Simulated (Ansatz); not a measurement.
# Tl (P6_3/mmc), axial (c/a) deformation path

The calculation used DFT PBE, scalar-relativistic, plane waves, PAW in Ansatz. The runs took a 420 eV cutoff, a Γ-centred 18×18×10 mesh and Gaussian smearing (0.15 eV). Spin–orbit coupling is left out, which can shift energies with elements as heavy as these. No spin polarisation. Energies are free energies at this smearing, counted from the undisturbed cell; pressure is positive in compression.

Zero of the scan (as given, not relaxed at this level; it stands at 3.2 GPa):

```
Tl
1.0
     3.45600    0.00000    0.00000
    -1.72800    2.99298    0.00000
     0.00000    0.00000    5.52500
Tl
2
Direct
  0.33333 0.66667 0.25000
  0.66667 0.33333 0.75000
```

At fixed volume and fractional coordinates, lengths along (0.000, 0.000, 1.000) are scaled against those across it; ρ is that ratio over its starting value. The cell is metallic on the mesh throughout.

```csv
ρ,ΔE (meV/atom),pressure (GPa)
0.800,64.3,4.6
0.850,?,?
0.920,?,?
0.960,3.4,3.4
1.000,0.0,3.2
1.050,5.7,3.2
1.100,17.4,3.3
1.200,64.3,4.2
1.300,138.1,5.7
```

Problem. Give the withheld values.

Solution. ΔE (meV/atom) at ρ = 0.850: 37.7; pressure (GPa) at ρ = 0.850: 4.1; ΔE (meV/atom) at ρ = 0.920: 13.0; pressure (GPa) at ρ = 0.920: 3.6.